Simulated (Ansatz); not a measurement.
# Compressing Fe7Co: a fit and a missing row

Fe7Co, Im-3m, a = 5.701 Å. The structure is a Materials Project entry; whether it is the stable form wasn't checked. Ansatz: r2SCAN, PAW, 500 eV, Γ-centred 10×10×10 mesh on 8 atoms, Gaussian smearing 0.10 eV; collinear spin, largest moment 2.8 μB. Symmetry fixes shape and atoms, so the cell is only scaled; pressure is positive in compression.

```
V (Å³/atom) P (GPa)
     10.192        ?
     10.539    20.19
     10.887    13.08
     11.234     6.47
     11.581     0.01
     11.929    -5.48
     12.276    -9.68
     12.740   -13.77
```

**Question.** Take V0 = 11.581 Å³/atom, count pressures from its P0 = 0.01 GPa, fit the third-order Birch–Murnaghan form to the other rows, and predict the missing pressure.

**Answer.** With the Eulerian strain f = ½[(V0/V)^(2/3) − 1] and y = (P − P0)/[3f(1 + 2f)^(5/2)], the form is the line y = B0 + 1.5 B0 (B0′ − 4) f. Rows (f, y): 0.03244, 177.2; 0.02103, 186.9; 0.01024, 199.9; -0.00977, 196.8; -0.01905, 186.8; -0.03080, 174.8. Means f = 0.0006817, y = 187.07; Σ(Δf)² = 0.003004, ΣΔfΔy = 0.09563; the slope is their ratio. y = 187.0 + 31.84 f GPa, so B0 = 187.0 GPa and B0′ = 4 + 2 × (31.84)/(3 × 187.0) = 4.11. At V = 10.192, f = 0.04445, y = 188.42 and P = 31.10 GPa. The run gave 29.97 GPa, so the fit is 1.13 GPa too high, within twice the rms miss on the fitted rows (0.65 GPa).

The state reached may not be the lowest one. Only parallel moments were tried here.

Cost: 8 runs of about 44 core-minutes in all, on AMD EPYC 7R43 (Zen 3) (shared hosts).